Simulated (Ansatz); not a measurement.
**Compressing Ti$_{8}$C$_{5}$: a fit and a missing row**

Ti$_{8}$C$_{5}$, R-3m, a = 6.121 Å, c = 14.851 Å. The structure is a Materials Project entry; whether it is the stable form wasn't checked. Ansatz: r2SCAN, PAW, 500 eV, Γ-centred 6×6×6 mesh on 13 atoms, Gaussian smearing 0.10 eV; no spin polarisation. Shape and atoms are relaxed at each volume; pressure is positive in compression.

| V (Å³/atom) | P (GPa) |
| --- | --- |
| 10.873 | ? |
| 11.244 | 20.49 |
| 11.615 | 12.58 |
| 11.985 | 5.80 |
| 12.356 | 0.00 |
| 12.727 | -4.95 |
| 13.097 | -9.17 |
| 13.592 | -13.82 |

Question: Take V0 = 12.356 Å³/atom, fit the third-order Birch–Murnaghan form to the other rows, and predict the missing pressure.

Answer: With the Eulerian strain f = ½[(V0/V)^(2/3) − 1] and y = P/[3f(1 + 2f)^(5/2)], the form is the line y = B0 + 1.5 B0 (B0′ − 4) f. Rows (f, y): 0.03244, 179.9; 0.02105, 179.7; 0.01027, 178.9; -0.00976, 177.6; -0.01904, 176.9; -0.03079, 175.4. Means f = 0.0006950, y = 178.07; Σ(Δf)² = 0.003004, ΣΔfΔy = 0.2113; the slope is their ratio. y = 178.0 + 70.34 f GPa, so B0 = 178.0 GPa and B0′ = 4 + 2 × (70.34)/(3 × 178.0) = 4.26. At V = 10.873, f = 0.04449, y = 181.13 and P = 29.92 GPa. The run gave 29.71 GPa, so the fit is 0.21 GPa too high, a small miss on the scale of the series.

Cost: 8 runs of about 92 core-minutes in all, on AMD EPYC (Zen 3) (shared hosts).